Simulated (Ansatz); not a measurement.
# KSrZrSbO6: what a change of basis.xc_grid does

All numbers are calculated (r2SCAN, no spin polarisation, no spin-orbit coupling; Ansatz, PAW set soft_2, 500 eV, k-mesh 4×4×2), not measured. These are the settings of the reference run.

Cell:

```
cell
1.0
     4.0563    0.0000   -4.0563
    -4.0563    0.0000   -4.0563
     0.0000    8.1125    0.0000
Zr K O Sb Sr
2 2 12 2 2
Direct
  0.0000 0.0000 0.0000
  0.5000 0.5000 0.5000
  0.5000 0.0000 0.7500
  0.0000 0.5000 0.2500
  0.2562 0.7438 0.0000
  0.7562 0.2438 0.5000
  0.7438 0.2562 0.0000
  0.2438 0.7562 0.5000
  0.5000 0.5000 0.7562
  0.0000 0.0000 0.2562
  0.5000 0.5000 0.2438
  0.0000 0.0000 0.7438
  0.7438 0.7438 0.0000
  0.2438 0.2438 0.5000
  0.2562 0.2562 0.0000
  0.7562 0.7562 0.5000
  0.5000 0.5000 0.0000
  0.0000 0.0000 0.5000
  0.5000 0.0000 0.2500
  0.0000 0.5000 0.7500
```

The reference run of this cell is solved again as a single point with these keys changed:

| key | reference run | changed run |
| --- | --- | --- |
| basis.xc_grid | not typed | 3 |

Q: How far do the results move?

A: 

| quantity | reference run | changed run |
| --- | --- | --- |
| energy, changed less reference (meV an atom) | 0 | 0.0 |
| pressure (GPa) | 0.0 | 0.0 |
| largest force (eV/Å) | 0.00 | 0.00 |
| gap on the mesh (eV) | 4.19 | 4.19 |

The results hardly move, so this setting matters little here, or the typed value is the one that the program takes anyway. It took 7 iterations.

Caveats: a single point, atoms not relaxed again; semilocal functionals make gaps too small and can close them.
